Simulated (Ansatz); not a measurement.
GaN:
Space group P6₃/mmc (No. 194); a = 2.9672 Å, b = 2.9672 Å, c = 5.0327 Å, α = 90.00°, β = 90.00°, γ = 120.00°

```
atom  site  symmetry       x       y       z
----  ----  --------  ------  ------  ------
Ga      2a      -3m.  0.0000  0.0000  0.0000
N       2c      -6m2  0.3333  0.6667  0.2500
```

Relaxed at zero pressure with r²SCAN (plane waves, PAW; program Ansatz).

Q: The volume is lowered by 6 % and shape and atoms relax at that volume. What pressure results, and how do the axes share the change?

A: 16.4 GPa; a -2.2 %, b -2.2 %, c -1.7 %; the energy rises by 28 meV/atom.

Q: Give the new structure.

A: 
Space group P6₃/mmc (No. 194); a = b = 2.902 Å, c = 4.945 Å, α = β = 90.00°, γ = 120.00°

```csv
atom,site,symmetry,x,y,z
Ga,2a,-3m.,0.0000,0.0000,0.0000
N,2c,-6m2,0.3333,0.6667,0.2500
```

The phase is kept; no other phase was compared at this pressure.

Space group P6_3/mmc (NiAs type). The start of the workflow was typed in or built on a structure type; the Crystallography Open Database copy checked does not list it. It is not the phase usual at ambient conditions (space group No. 186, 216). Symmetry was held in the r²SCAN relaxation; its stability against distortions is not shown here.

Potentials: the later of the program's two PAW sets.
